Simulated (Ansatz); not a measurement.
Geometry optimisation in Ansatz: input, command and trajectory.

```yaml
crystal:
  lattice:
    - [-3.2594977519, 3.2594977519, 3.2594977519]
    - [3.2594977519, -3.2594977519, 3.2594977519]
    - [3.2594977519, 3.2594977519, -3.2594977519]
  atoms:
    - { symbol: Si, position: [0.25, 0.125, 0.875] }
    - { symbol: Si, position: [0.875, 0.25, 0.125] }
    - { symbol: Si, position: [0.75, 0.375, 0.625] }
    - { symbol: Si, position: [0.625, 0.75, 0.375] }
    - { symbol: Si, position: [0.125, 0.875, 0.25] }
    - { symbol: Si, position: [0.375, 0.625, 0.75] }
    - { symbol: "N", position: [0.5616923873, 0.5616923873, 0.5616923873] }
    - { symbol: "N", position: [0.4383076127, 0.5, 0.0] }
    - { symbol: "N", position: [0.5, 0.0, 0.9383076127] }
    - { symbol: "N", position: [0.0, 0.4383076127, 0.5] }
    - { symbol: "N", position: [0.9383076127, 0.5, 0.0] }
    - { symbol: "N", position: [0.0616923873, 0.0616923873, 0.0616923873] }
    - { symbol: "N", position: [0.0, 0.9383076127, 0.5] }
    - { symbol: "N", position: [0.5, 0.0, 0.4383076127] }
basis:
  ecutwfc: 420
kpoints:
  mp_grid: { grid: [6, 6, 6] }
hamiltonian:
  xc: pbesol
scf:
  occupations: { method: gaussian, width: 0.02 }
output:
  forces: true
  stress: true
  eigenvalues: true
relax:
  adjacent_minimum: "off"
  f_tol: 0.01
  max_steps: 30
```

```bash
ansatz run input.yaml --threads 4 --pin off --max-ram 10240MiB --backend cpu --events-out ev --progress --plain --runs-dir out
```

All numbers below come from DFT PBEsol, scalar-relativistic, plane waves, PAW in Ansatz.

The volume is held at 1.03 times that of the relaxed cell.

Of 3 frames 3 are shown, positions in Å and forces in eV/Å; the SCF threshold varies from step to step.

```xyz
14
Lattice="-3.2595 3.2595 3.2595 3.2595 -3.2595 3.2595 3.2595 3.2595 -3.2595" Properties=species:S:1:pos:R:3:forces:R:3 pbc="T T T" step=1 free_energy_over_end_meV_per_atom=0.23
Si    2.4446    3.2595   -1.6297    0.0000    0.0000    0.0000
Si   -1.6297    2.4446    3.2595    0.0000    0.0000    0.0000
Si    0.8149    3.2595    1.6297    0.0000    0.0000    0.0000
Si    1.6297    0.8149    3.2595    0.0000    0.0000    0.0000
Si    3.2595   -1.6297    2.4446    0.0000    0.0000    0.0000
Si    3.2595    1.6297    0.8149    0.0000    0.0000    0.0000
N     1.8308    1.8308    1.8308    0.0387    0.0387    0.0387
N     0.2011   -0.2011    3.0584    0.0387   -0.0387   -0.0387
N     1.4287    4.6882   -1.4287   -0.0387   -0.0387    0.0387
N     3.0584    0.2011   -0.2011   -0.0387    0.0387   -0.0387
N    -1.4287    1.4287    4.6882    0.0387   -0.0387   -0.0387
N     0.2011    0.2011    0.2011    0.0387    0.0387    0.0387
N     4.6882   -1.4287    1.4287   -0.0387    0.0387   -0.0387
N    -0.2011    3.0584    0.2011   -0.0387   -0.0387    0.0387
14
Lattice="-3.2595 3.2595 3.2595 3.2595 -3.2595 3.2595 3.2595 3.2595 -3.2595" Properties=species:S:1:pos:R:3:forces:R:3 pbc="T T T" step=2 free_energy_over_end_meV_per_atom=0.09
Si    2.4446    3.2595   -1.6297    0.0000    0.0000    0.0000
Si   -1.6297    2.4446    3.2595    0.0000    0.0000    0.0000
Si    0.8149    3.2595    1.6297    0.0000    0.0000    0.0000
Si    1.6297    0.8149    3.2595    0.0000    0.0000    0.0000
Si    3.2595   -1.6297    2.4446    0.0000    0.0000    0.0000
Si    3.2595    1.6297    0.8149    0.0000    0.0000    0.0000
N     1.8336    1.8336    1.8336    0.0234    0.0234    0.0234
N     0.2039   -0.2039    3.0556    0.0234   -0.0234   -0.0234
N     1.4259    4.6854   -1.4259   -0.0234   -0.0234    0.0234
N     3.0556    0.2039   -0.2039   -0.0234    0.0234   -0.0234
N    -1.4259    1.4259    4.6854    0.0234   -0.0234   -0.0234
N     0.2039    0.2039    0.2039    0.0234    0.0234    0.0234
N     4.6854   -1.4259    1.4259   -0.0234    0.0234   -0.0234
N    -0.2039    3.0556    0.2039   -0.0234   -0.0234    0.0234
14
Lattice="-3.2595 3.2595 3.2595 3.2595 -3.2595 3.2595 3.2595 3.2595 -3.2595" Properties=species:S:1:pos:R:3:forces:R:3 pbc="T T T" step=3 free_energy_over_end_meV_per_atom=0.00
Si    2.4446    3.2595   -1.6297    0.0000    0.0000    0.0000
Si   -1.6297    2.4446    3.2595    0.0000    0.0000    0.0000
Si    0.8149    3.2595    1.6297    0.0000    0.0000    0.0000
Si    1.6297    0.8149    3.2595    0.0000    0.0000    0.0000
Si    3.2595   -1.6297    2.4446    0.0000    0.0000    0.0000
Si    3.2595    1.6297    0.8149    0.0000    0.0000    0.0000
N     1.8379    1.8379    1.8379    0.0000    0.0000    0.0000
N     0.2082   -0.2082    3.0513    0.0000    0.0000    0.0000
N     1.4216    4.6811   -1.4216    0.0000    0.0000    0.0000
N     3.0513    0.2082   -0.2082    0.0000    0.0000    0.0000
N    -1.4216    1.4216    4.6811    0.0000    0.0000    0.0000
N     0.2082    0.2082    0.2082    0.0000    0.0000    0.0000
N     4.6811   -1.4216    1.4216    0.0000    0.0000    0.0000
N    -0.2082    3.0513    0.2082    0.0000    0.0000    0.0000
```

Time: 7.2 s on 4 threads of Oxide Virtual Turin-like Processor (Zen 5) (shared host), peak memory 0.53 GiB.